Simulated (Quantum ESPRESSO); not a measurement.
# TiZr2F4O4: one run as intended and one with a planted mistake

A calculation, not a measurement. The program is pw.x of Quantum ESPRESSO 7.5 (plane-wave density functional theory). The cell is made up: 11 atoms on a fluorite lattice with one site empty, with randomly drawn elements, strain and displacements, not relaxed. PseudoDojo standard norm-conserving files (v0.5 for PBE, v0.4.1 for LDA and PBEsol) set the functional; there is no spin polarisation, spin-orbit coupling or dispersion term, and the masses in the input are unused placeholders.

Intended input:

```
&control calculation='scf', pseudo_dir='./dojo.nc.sr.pbe.v0_5.standard.upf', outdir='./o', disk_io='low', tprnfor=.true., tstress=.true. /
&system ibrav=0, nat=11, ntyp=4, nbnd=50, ecutwfc=84.00895049, nosym=.true., tot_charge=0,
 occupations='smearing', smearing='fd', degauss=0.0018374661
/
&electrons conv_thr=7.350e-09, electron_maxstep=60, /
ATOMIC_SPECIES
F 1.0 F.upf
O 1.0 O.upf
Ti 1.0 Ti.upf
Zr 1.0 Zr.upf
CELL_PARAMETERS angstrom
4.8707 0.0371 -0.0202
0.0371 4.9642 -0.0353
-0.0202 -0.0353 4.9273
ATOMIC_POSITIONS angstrom
Ti 0.0742 -0.0932 0.0677
Zr 2.2967 0.0401 2.5394
Zr 2.344 2.5201 -0.0716
F 0.9916 1.239 1.1468
F 1.2123 1.1116 3.7375
O 1.1039 3.6936 1.0813
F 1.1539 3.7641 3.6735
O 3.6485 1.296 1.3698
F 3.6875 1.1764 3.5854
O 3.729 3.71 1.1969
O 3.6031 3.7909 3.5963
K_POINTS automatic
5 5 5 1 1 1
```

The log is shortened where brackets say so; the opening notice, blank lines, dates and the lines on written files are dropped, and the path of the files is cut. It prints rydbergs, bohrs and kilobars, and counts compression as positive stress. Where no state is partly filled, the Fermi energy that it prints is only some level between the filled and the empty states on the mesh, and need not lie in the true gap.

Log of the intended run:

```
     Program PWSCF v.7.5
     Parallel version (MPI & OpenMP), running on       4 processor cores
     Number of MPI processes:                 4
     Threads/MPI process:                     1
     [start-up lines left out]
     bravais-lattice index     =            0
     lattice parameter (alat)  =       9.2046  a.u.
     unit-cell volume          =     803.8818 (a.u.)^3
     number of atoms/cell      =           11
     number of atomic types    =            4
     number of electrons       =        88.00
     number of Kohn-Sham states=           50
     kinetic-energy cutoff     =      84.0090  Ry
     charge density cutoff     =     336.0358  Ry
     scf convergence threshold =      7.3E-09
     mixing beta               =       0.7000
     number of iterations used =            8  plain     mixing
     Exchange-correlation= PBE
                           (   1   4   3   4   0   0   0)
     [axes and pseudopotential details left out]
   Cartesian axes
     site n.     atom                  positions (alat units)
         1        Ti     tau(   1) = (   0.0152334  -0.0191341   0.0138989  )
         2        Zr     tau(   2) = (   0.4715161   0.0082326   0.5213428  )
         3        Zr     tau(   3) = (   0.4812269   0.5173805  -0.0146996  )
         4        F      tau(   4) = (   0.2035770   0.2543687   0.2354398  )
         5        F      tau(   5) = (   0.2488871   0.2282132   0.7673146  )
         6        O      tau(   6) = (   0.2266324   0.7583019   0.2219926  )
         7        F      tau(   7) = (   0.2368975   0.7727757   0.7541753  )
         8        O      tau(   8) = (   0.7490428   0.2660708   0.2812221  )
         9        F      tau(   9) = (   0.7570496   0.2415168   0.7360883  )
        10        O      tau(  10) = (   0.7655696   0.7616689   0.2457255  )
        11        O      tau(  11) = (   0.7397221   0.7782777   0.7383261  )
     number of k points=    63  Fermi-Dirac smearing, width (Ry)=  0.0018
                       cart. coord. in units 2pi/alat
        k(    1) = (   0.0996712   0.0980862   0.0999663), wk =   0.0320000
        k(    2) = (   0.1004806   0.0994861   0.2976897), wk =   0.0320000
     [further k points left out]
     Dense  grid:    83605 G-vectors     FFT dimensions: (  54,  60,  60)
     Estimated max dynamical RAM per process >     254.91 MB
     Estimated total dynamical RAM >     958.39 MB
     Initial potential from superposition of free atoms
     starting charge      87.9937, renormalised to      88.0000
     Starting wfcs are   62 randomized atomic wfcs
     total cpu time spent up to now is        5.5 secs
     per-process dynamical memory:   203.4 Mb
     Self-consistent Calculation
     iteration #  1     ecut=    84.01 Ry     beta= 0.70
     Davidson diagonalization with overlap
     ethr =  1.00E-02,  avg # of iterations =  2.0
     total cpu time spent up to now is       14.6 secs
     total energy              =    -649.27119530 Ry
     estimated scf accuracy    <       4.28976026 Ry
     iteration #  2     ecut=    84.01 Ry     beta= 0.70
     Davidson diagonalization with overlap
     ethr =  4.87E-03,  avg # of iterations =  7.4
     total cpu time spent up to now is       31.2 secs
     total energy              =    -643.61403846 Ry
     estimated scf accuracy    <      68.82551905 Ry
     [iterations 3 to 15 left out]
     iteration # 16     ecut=    84.01 Ry     beta= 0.70
     Davidson diagonalization with overlap
     ethr =  2.84E-10,  avg # of iterations =  2.0
     total cpu time spent up to now is      192.0 secs
     total energy              =    -651.64339151 Ry
     estimated scf accuracy    <       0.00000007 Ry
     iteration # 17     ecut=    84.01 Ry     beta= 0.70
     Davidson diagonalization with overlap
     ethr =  8.36E-11,  avg # of iterations =  5.1
     total cpu time spent up to now is      202.9 secs
     End of self-consistent calculation
     [lines on levels left out]
     the Fermi energy is    11.4736 ev
!    total energy              =    -651.64339153 Ry
     estimated scf accuracy    <          5.8E-09 Ry
     smearing contrib. (-TS)   =      -0.00000001 Ry
     internal energy E=F+TS    =    -651.64339151 Ry
     The total energy is F=E-TS. E is the sum of the following terms:
     one-electron contribution =    -194.71050979 Ry
     hartree contribution      =     149.47729291 Ry
     xc contribution           =    -135.66005600 Ry
     ewald contribution        =    -470.75011864 Ry
     convergence has been achieved in  17 iterations
     Forces acting on atoms (cartesian axes, Ry/au):
     atom    1 type  3   force =    -0.27400831   -0.13040975    0.15364788
     atom    2 type  4   force =     0.27629021   -0.12925606   -0.25156748
     atom    3 type  4   force =     0.25394115    0.10934766    0.16825072
     atom    4 type  1   force =     0.05359855    0.01129576    0.00848526
     atom    5 type  1   force =    -0.07307868    0.06852865    0.02441485
     atom    6 type  2   force =     0.07337017    0.05643944   -0.00570842
     atom    7 type  1   force =    -0.04719519   -0.03877428   -0.04418307
     atom    8 type  2   force =    -0.12759789   -0.04983189   -0.11412015
     atom    9 type  1   force =    -0.00526482    0.04463196    0.08198692
     atom   10 type  2   force =    -0.07074444    0.05180514   -0.08490599
     atom   11 type  2   force =    -0.05931074    0.00622337    0.06369949
     Total force =     0.683964     Total SCF correction =     0.000218
     Computing stress (Cartesian axis) and pressure
          total   stress  (Ry/bohr**3)                   (kbar)     P=      136.50
   0.00068231  -0.00012215  -0.00017041          100.37      -17.97      -25.07
  -0.00012215   0.00100871   0.00032615          -17.97      148.39       47.98
  -0.00017041   0.00032615   0.00109265          -25.07       47.98      160.73
     init_run     :      5.12s CPU      5.33s WALL (       1 calls)
     electrons    :    196.85s CPU    197.44s WALL (       1 calls)
     forces       :      1.83s CPU      1.83s WALL (       1 calls)
     stress       :      6.44s CPU      6.44s WALL (       1 calls)
     [timing details left out]
     PWSCF        :   3m30.40s CPU   3m31.25s WALL
     JOB DONE.
```

A second run has one planted mistake: the plane-wave cutoff is too low. The input lines that differ, file-writing options aside:

```
- &system ibrav=0, nat=11, ntyp=4, nbnd=50, ecutwfc=84.00895049, nosym=.true., tot_charge=0,
+ &system ibrav=0, nat=11, ntyp=4, nbnd=50, ecutwfc=42.04122457, nosym=.true., tot_charge=0,
```

Its log:

```
     Program PWSCF v.7.5
     Parallel version (MPI & OpenMP), running on       4 processor cores
     Number of MPI processes:                 4
     Threads/MPI process:                     1
     [start-up lines left out]
     bravais-lattice index     =            0
     lattice parameter (alat)  =       9.2046  a.u.
     unit-cell volume          =     803.8818 (a.u.)^3
     number of atoms/cell      =           11
     number of atomic types    =            4
     number of electrons       =        88.00
     number of Kohn-Sham states=           50
     kinetic-energy cutoff     =      42.0412  Ry
     charge density cutoff     =     168.1649  Ry
     scf convergence threshold =      7.3E-09
     mixing beta               =       0.7000
     number of iterations used =            8  plain     mixing
     Exchange-correlation= PBE
                           (   1   4   3   4   0   0   0)
     [axes and pseudopotential details left out]
   Cartesian axes
     site n.     atom                  positions (alat units)
         1        Ti     tau(   1) = (   0.0152334  -0.0191341   0.0138989  )
         2        Zr     tau(   2) = (   0.4715161   0.0082326   0.5213428  )
         3        Zr     tau(   3) = (   0.4812269   0.5173805  -0.0146996  )
         4        F      tau(   4) = (   0.2035770   0.2543687   0.2354398  )
         5        F      tau(   5) = (   0.2488871   0.2282132   0.7673146  )
         6        O      tau(   6) = (   0.2266324   0.7583019   0.2219926  )
         7        F      tau(   7) = (   0.2368975   0.7727757   0.7541753  )
         8        O      tau(   8) = (   0.7490428   0.2660708   0.2812221  )
         9        F      tau(   9) = (   0.7570496   0.2415168   0.7360883  )
        10        O      tau(  10) = (   0.7655696   0.7616689   0.2457255  )
        11        O      tau(  11) = (   0.7397221   0.7782777   0.7383261  )
     number of k points=    63  Fermi-Dirac smearing, width (Ry)=  0.0018
                       cart. coord. in units 2pi/alat
        k(    1) = (   0.0996712   0.0980862   0.0999663), wk =   0.0320000
        k(    2) = (   0.1004806   0.0994861   0.2976897), wk =   0.0320000
     [further k points left out]
     Dense  grid:    29565 G-vectors     FFT dimensions: (  40,  40,  40)
     Estimated max dynamical RAM per process >      92.34 MB
     Estimated total dynamical RAM >     347.70 MB
     Check: negative core charge=   -0.000367
     Initial potential from superposition of free atoms
     starting charge      87.9937, renormalised to      88.0000
     Starting wfcs are   62 randomized atomic wfcs
     total cpu time spent up to now is        2.3 secs
     per-process dynamical memory:    77.5 Mb
     Self-consistent Calculation
     iteration #  1     ecut=    42.04 Ry     beta= 0.70
     Davidson diagonalization with overlap
     ethr =  1.00E-02,  avg # of iterations =  2.0
     total cpu time spent up to now is        5.8 secs
     total energy              =    -648.08556783 Ry
     estimated scf accuracy    <       3.43455215 Ry
     iteration #  2     ecut=    42.04 Ry     beta= 0.70
     Davidson diagonalization with overlap
     ethr =  3.90E-03,  avg # of iterations =  6.9
     total cpu time spent up to now is       11.4 secs
     total energy              =    -642.58523811 Ry
     estimated scf accuracy    <      59.53238178 Ry
     [iterations 3 to 15 left out]
     iteration # 16     ecut=    42.04 Ry     beta= 0.70
     Davidson diagonalization with overlap
     ethr =  1.28E-10,  avg # of iterations =  3.5
     total cpu time spent up to now is       69.0 secs
     total energy              =    -649.89419704 Ry
     estimated scf accuracy    <       0.00000003 Ry
     iteration # 17     ecut=    42.04 Ry     beta= 0.70
     Davidson diagonalization with overlap
     ethr =  2.86E-11,  avg # of iterations =  5.4
     total cpu time spent up to now is       72.9 secs
     End of self-consistent calculation
     [lines on levels left out]
     the Fermi energy is    11.7491 ev
!    total energy              =    -649.89419705 Ry
     estimated scf accuracy    <          3.7E-09 Ry
     smearing contrib. (-TS)   =      -0.00000000 Ry
     internal energy E=F+TS    =    -649.89419705 Ry
     The total energy is F=E-TS. E is the sum of the following terms:
     one-electron contribution =    -191.02728736 Ry
     hartree contribution      =     146.94747711 Ry
     xc contribution           =    -135.06426815 Ry
     ewald contribution        =    -470.75011865 Ry
     convergence has been achieved in  17 iterations
     Forces acting on atoms (cartesian axes, Ry/au):
     atom    1 type  3   force =    -0.26808702   -0.12345467    0.16366050
     atom    2 type  4   force =     0.28079750   -0.13293414   -0.26464536
     atom    3 type  4   force =     0.25995520    0.11236412    0.17331549
     atom    4 type  1   force =     0.05385245    0.01166768    0.00472662
     atom    5 type  1   force =    -0.07755240    0.07179965    0.02684671
     atom    6 type  2   force =     0.06135517    0.06699541   -0.01469343
     atom    7 type  1   force =    -0.05151661   -0.04112324   -0.04712869
     atom    8 type  2   force =    -0.11937615   -0.05366270   -0.11795292
     atom    9 type  1   force =     0.00041154    0.04381035    0.08694899
     atom   10 type  2   force =    -0.08598758    0.03833236   -0.07612249
     atom   11 type  2   force =    -0.05385210    0.00620518    0.06504458
     Total force =     0.695001     Total SCF correction =     0.000170
     Computing stress (Cartesian axis) and pressure
          total   stress  (Ry/bohr**3)                   (kbar)     P=    -1038.75
  -0.00732245  -0.00009514  -0.00016838        -1077.17      -13.99      -24.77
  -0.00009514  -0.00698301   0.00033186          -13.99    -1027.24       48.82
  -0.00016838   0.00033186  -0.00687845          -24.77       48.82    -1011.85
     init_run     :      2.12s CPU      2.20s WALL (       1 calls)
     electrons    :     70.24s CPU     70.53s WALL (       1 calls)
     forces       :      0.65s CPU      0.65s WALL (       1 calls)
     stress       :      2.26s CPU      2.27s WALL (       1 calls)
     [timing details left out]
     PWSCF        :   1m15.42s CPU   1m15.83s WALL
     JOB DONE.
```

|  | intended run | run with the mistake |
| --- | --- | --- |
| free energy (eV) | -8866.060 | -8842.261 |
| smearing term -TS (eV) | 0.0000 | 0.0000 |
| pressure (GPa) | 13.65 | -103.88 |
| largest force component (eV/Å) | 7.104 | 7.220 |
| largest change of a force component (eV/Å) |  | 0.392 |
| iterations | 17 | 17 |

For scale, a rerun of the intended cell at 1467 eV and a 7 x 7 x 7 mesh moved values by no more than 0.004 eV in energy, 0.04 GPa in stress and 0.003 eV/Å in force.